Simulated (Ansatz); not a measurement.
LaWN3:
```
CELL_PARAMETERS angstrom
      2.82380     1.63032     4.57666
     -2.82380     1.63032     4.57666
      0.00000    -3.26064     4.57666
ATOMIC_POSITIONS crystal
  La 0.53680 0.53680 0.53680
  La 0.03680 0.03680 0.03680
  W  0.78547 0.78547 0.78547
  W  0.28547 0.28547 0.28547
  N  0.00039 0.10326 0.55578
  N  0.55578 0.00039 0.10326
  N  0.10326 0.55578 0.00039
  N  0.05578 0.60326 0.50039
  N  0.60326 0.50039 0.05578
  N  0.50039 0.05578 0.60326
```

Relaxed with PBEsol. Independent-particle spectrum: no excitons, no local fields, no scissors shift; 0.1 eV broadening; ε₁ of the summed bands alone.

Tabulate the dielectric function from PBEsol (plane waves, PAW; program Ansatz).



| E (eV) | ε₁ xx | ε₂ xx | ε₁ zz | ε₂ zz |
|---|---|---|---|---|
| 0.0 | 16.13 | 0.00 | 13.02 | 0.00 |
| 0.3 | 16.30 | 0.00 | 13.14 | 0.00 |
| 0.6 | 16.87 | 0.00 | 13.54 | 0.00 |
| 0.9 | 18.04 | 0.00 | 14.34 | 0.00 |
| 1.2 | 20.66 | 0.11 | 16.10 | 0.14 |
| 1.5 | 24.27 | 4.65 | 18.85 | 1.86 |
| 1.8 | 29.59 | 11.99 | 21.34 | 10.63 |
| 2.1 | 17.07 | 19.84 | 12.87 | 11.80 |
| 2.4 | 12.61 | 16.78 | 11.18 | 9.51 |
| 2.7 | 10.99 | 17.25 | 11.80 | 10.79 |
| 3.0 | 8.81 | 16.03 | 10.32 | 11.32 |
| 3.3 | 6.77 | 17.81 | 8.88 | 13.74 |
| 3.6 | 3.57 | 16.74 | 6.33 | 12.88 |
| 3.9 | 0.30 | 15.25 | 3.72 | 13.73 |
| 4.2 | -1.60 | 12.20 | 2.16 | 11.17 |
| 4.5 | -1.39 | 10.02 | 0.08 | 10.35 |
| 4.8 | -1.16 | 8.07 | 0.10 | 7.37 |
| 5.1 | -0.69 | 6.94 | 0.85 | 6.30 |
| 5.4 | -0.10 | 5.96 | 1.86 | 5.83 |
| 5.7 | 0.94 | 5.42 | 2.17 | 5.37 |
| 6.0 | 1.53 | 5.07 | 2.78 | 5.26 |
| 6.3 | 2.32 | 5.39 | 3.64 | 5.72 |
| 6.6 | 2.50 | 5.94 | 3.76 | 6.41 |
| 6.9 | 2.73 | 6.38 | 3.17 | 7.33 |
| 7.2 | 2.77 | 7.04 | 2.42 | 7.62 |
| 7.5 | 1.90 | 7.85 | 1.55 | 7.80 |
| 7.8 | 1.07 | 8.54 | 1.02 | 7.78 |
| 8.1 | -0.26 | 8.07 | 0.11 | 7.61 |
| 8.4 | -1.67 | 7.39 | -0.69 | 6.74 |
| 8.7 | -1.58 | 5.89 | -0.75 | 6.11 |
| 9.0 | -1.38 | 5.66 | -0.44 | 5.68 |
| 9.3 | -1.33 | 5.35 | -0.75 | 6.14 |
| 9.6 | -1.44 | 5.15 | -1.26 | 5.72 |
| 9.9 | -1.79 | 4.84 | -1.61 | 5.87 |
| 10.2 | -1.80 | 4.55 | -2.86 | 5.07 |
| 10.5 | -2.17 | 4.04 | -2.85 | 3.88 |
| 10.8 | -2.03 | 3.51 | -2.48 | 3.04 |
| 11.1 | -2.01 | 3.34 | -2.14 | 2.65 |
| 11.4 | -2.15 | 2.89 | -1.96 | 2.49 |
| 11.7 | -2.17 | 2.40 | -1.94 | 2.13 |
| 12.0 | -1.89 | 1.93 | -1.77 | 1.66 |

From ε at 1.8 eV (xx: 29.59 + 11.99i), find n, k, the normal reflectivity and the absorption coefficient.

n = 5.55, k = 1.081, R = 50 %, α = 2kE/ħc = 200000 cm⁻¹.

With all bands, ε∞ without local fields is 16.4 (xx = yy), 13.3 (zz). DFPT, with local fields, gives 15.6 (xx = yy), 12.6 (zz).

Space group R3c. The workflow started from a Materials Project entry (that database holds measured and hypothetical structures alike); the Crystallography Open Database copy checked does not list it. Its standing as an ambient phase is unchecked. Symmetry was held in the PBEsol relaxation; phonons on a q-mesh show no instability. The run is not spin-polarised. Scalar-relativistic: spin–orbit coupling is off unless named, which matters more the heavier the elements.

Potentials: the later of the program's two PAW sets.
